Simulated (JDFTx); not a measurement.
An input for JDFTx (a modified build) (Re(0001), CANDLE, water, 1 M NaF; bohr, hartree) and the course of its log:

```
lattice \
  5.2257354871 2.6128677530 0.0000000000 \
  0.0000000000 4.5256196991 0.0000000000 \
  0.0000000000 0.0000000000 51.4005505898
coords-type Lattice
ion Re 0.6666666668 0.6666666668 -0.2055873160 0
ion Re 0.0000000002 0.0000000002 -0.1233523900 0
ion Re 0.6666666668 0.6666666668 -0.0411174630 0
ion Re 0.0000000002 0.0000000002 0.0411174630 0
ion Re 0.6666666668 0.6666666668 0.1233523900 0
ion Re 0.0000000002 0.0000000002 0.2055873160 0
ion-species pseudo/re_pbe_v1.2.upf
elec-cutoff 20 100
elec-ex-corr gga-PBE
coulomb-interaction Slab 001
coulomb-truncation-embed 0 0 0
kpoint-folding 8 8 1
elec-smearing Fermi 0.01
elec-n-bands 58
electronic-scf nIterations 100 energyDiffThreshold 1e-08
fluid LinearPCM
pcm-variant CANDLE
fluid-solvent H2O
fluid-cation Na+ 1
fluid-anion F- 1
fluid-minimize nIterations 400 knormThreshold 1e-11
wavefunction read vac.wfns
elec-initial-eigenvals vac.eigenvals
dump-name f0.$VAR
dump End State Ecomponents EigStats BandEigs Forces ElecDensity IonicPositions Fillings Kpoints Dtot FluidDebug BoundCharge FluidDensity
```

```
[one cycle in 5 is shown, and the last three; fluid-solver lines are left out]
	FillingsUpdate:  mu: -0.176463094  nElectrons: 90.000000
SCF: Cycle:  0   F: -478.751392880996718   dF: +2.839e-05   |Residual|: 1.165e-03   |deigs|: 8.531e-06
	FillingsUpdate:  mu: -0.173131700  nElectrons: 90.000000
SCF: Cycle:  5   F: -478.751464433735237   dF: -1.887e-06   |Residual|: 2.372e-04   |deigs|: 2.926e-04
	FillingsUpdate:  mu: -0.172452465  nElectrons: 90.000000
SCF: Cycle: 10   F: -478.751465266904347   dF: -2.887e-07   |Residual|: 5.185e-05   |deigs|: 6.688e-06
	FillingsUpdate:  mu: -0.172422648  nElectrons: 90.000000
SCF: Cycle: 15   F: -478.751465183036430   dF: +1.195e-07   |Residual|: 4.387e-05   |deigs|: 1.554e-05
	FillingsUpdate:  mu: -0.172401346  nElectrons: 90.000000
SCF: Cycle: 20   F: -478.751465306864702   dF: +7.932e-09   |Residual|: 1.178e-05   |deigs|: 4.342e-06
	FillingsUpdate:  mu: -0.172405894  nElectrons: 90.000000
SCF: Cycle: 25   F: -478.751465274470092   dF: +3.849e-08   |Residual|: 2.548e-05   |deigs|: 3.588e-06
	FillingsUpdate:  mu: -0.172377283  nElectrons: 90.000000
SCF: Cycle: 30   F: -478.751465114589109   dF: +1.714e-07   |Residual|: 5.260e-05   |deigs|: 3.173e-05
	FillingsUpdate:  mu: -0.172413840  nElectrons: 90.000000
SCF: Cycle: 35   F: -478.751465307579281   dF: -6.576e-08   |Residual|: 1.226e-05   |deigs|: 2.567e-05
	FillingsUpdate:  mu: -0.172385181  nElectrons: 90.000000
SCF: Cycle: 40   F: -478.751465212907135   dF: +8.910e-08   |Residual|: 3.685e-05   |deigs|: 2.803e-05
	FillingsUpdate:  mu: -0.172410054  nElectrons: 90.000000
SCF: Cycle: 45   F: -478.751465309149012   dF: -4.389e-08   |Residual|: 1.405e-05   |deigs|: 4.998e-06
	FillingsUpdate:  mu: -0.172383365  nElectrons: 90.000000
SCF: Cycle: 50   F: -478.751465223191815   dF: +8.084e-08   |Residual|: 3.400e-05   |deigs|: 2.859e-05
	FillingsUpdate:  mu: -0.172407536  nElectrons: 90.000000
SCF: Cycle: 55   F: -478.751465310139452   dF: -1.258e-07   |Residual|: 1.182e-05   |deigs|: 2.340e-05
	FillingsUpdate:  mu: -0.172387458  nElectrons: 90.000000
SCF: Cycle: 60   F: -478.751465164340459   dF: +1.400e-07   |Residual|: 4.442e-05   |deigs|: 2.314e-05
	FillingsUpdate:  mu: -0.172409743  nElectrons: 90.000000
SCF: Cycle: 65   F: -478.751465300862151   dF: -3.638e-08   |Residual|: 1.722e-05   |deigs|: 2.111e-05
	FillingsUpdate:  mu: -0.172398382  nElectrons: 90.000000
SCF: Cycle: 70   F: -478.751465312683479   dF: -2.053e-08   |Residual|: 1.315e-05   |deigs|: 1.212e-05
	FillingsUpdate:  mu: -0.172389252  nElectrons: 90.000000
SCF: Cycle: 75   F: -478.751465011794210   dF: +3.020e-07   |Residual|: 6.329e-05   |deigs|: 2.187e-05
	FillingsUpdate:  mu: -0.172389611  nElectrons: 90.000000
SCF: Cycle: 80   F: -478.751465269383857   dF: +2.470e-08   |Residual|: 2.380e-05   |deigs|: 2.598e-05
	FillingsUpdate:  mu: -0.172410268  nElectrons: 90.000000
SCF: Cycle: 85   F: -478.751465308736215   dF: -9.123e-08   |Residual|: 9.110e-06   |deigs|: 2.348e-05
	FillingsUpdate:  mu: -0.172408064  nElectrons: 90.000000
SCF: Cycle: 90   F: -478.751465295557978   dF: -1.538e-08   |Residual|: 1.769e-05   |deigs|: 1.083e-05
	FillingsUpdate:  mu: -0.172412854  nElectrons: 90.000000
SCF: Cycle: 95   F: -478.751465296892206   dF: -2.335e-08   |Residual|: 1.687e-05   |deigs|: 2.656e-05
	FillingsUpdate:  mu: -0.172415595  nElectrons: 90.000000
SCF: Cycle: 97   F: -478.751465299215511   dF: -3.476e-08   |Residual|: 2.101e-05   |deigs|: 3.372e-05
	FillingsUpdate:  mu: -0.172401796  nElectrons: 90.000000
SCF: Cycle: 98   F: -478.751465308026297   dF: -8.811e-09   |Residual|: 1.468e-05   |deigs|: 1.421e-05
	FillingsUpdate:  mu: -0.172382996  nElectrons: 90.000000
SCF: Cycle: 99   F: -478.751464657336555   dF: +6.507e-07   |Residual|: 9.706e-05   |deigs|: 2.177e-05
SCF: None of the convergence criteria satisfied after 100 iterations.
IonicMinimize: Iter:   0  F: -478.751464657336555  |grad|_K:  0.000e+00
IonicMinimize: Converged (|grad|_K<1.000000e-04).
```

This run gave no converged result. The loop ran out of cycles short of its threshold. It has stalled and not diverged: the last ten energies span 7e-07 Ha, so the total is near its end, but levels, forces and charges aren't shown converged.
